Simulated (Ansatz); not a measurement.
This run works on a generated trial structure, not on a known crystal.

Input and command of a plane-wave DFT calculation in Ansatz:

```yaml
crystal:
  lattice:
    - [5.46675801, 0.0, 0.0]
    - [-2.73337901, 4.73435131, 0.0]
    - [0.0, 0.0, 11.77019956]
  atoms:
    - { symbol: Cs, position: [0.33333333, 0.66666667, 0.22713125] }
    - { symbol: Cs, position: [0.66666667, 0.33333333, 0.77286875] }
    - { symbol: Cs, position: [0.33333333, 0.66666667, 0.53720728] }
    - { symbol: Cs, position: [0.66666667, 0.33333333, 0.46279272] }
    - { symbol: La, position: [0.5, 0.0, 0.0] }
    - { symbol: La, position: [0.0, 0.5, 0.0] }
    - { symbol: La, position: [0.5, 0.5, 0.0] }
    - { symbol: B, position: [0.0, 0.0, 0.0] }
basis:
  ecutwfc: 420
kpoints:
  mp_grid: { grid: [4, 4, 2] }
hamiltonian:
  xc: pbe
scf:
  occupations: { method: gaussian, width: 0.2 }
  lower_state_search: "off"
output:
  forces: true
  stress: true
  eigenvalues: true
relax:
  adjacent_minimum: "off"
  f_tol: 0.08
  max_steps: 16
  cell: { stress_tol: 0.8 }
```

```bash
ansatz run input.yaml --threads 1 --pin off --max-ram 2560MiB --backend cpu --events-out ev --progress --plain --runs-dir out
```

Processor: Arm Neoverse V1, 1 thread, on a host shared with other jobs.

Q: How long does it run, and how much memory does it take?

A: About 3.3 min, peak memory 0.76 GiB. It solves 44 bands at 8 k points (after reduction by symmetry) with about 11615 plane waves (on the last cell), in 108 SCF iterations over 14 ionic steps.
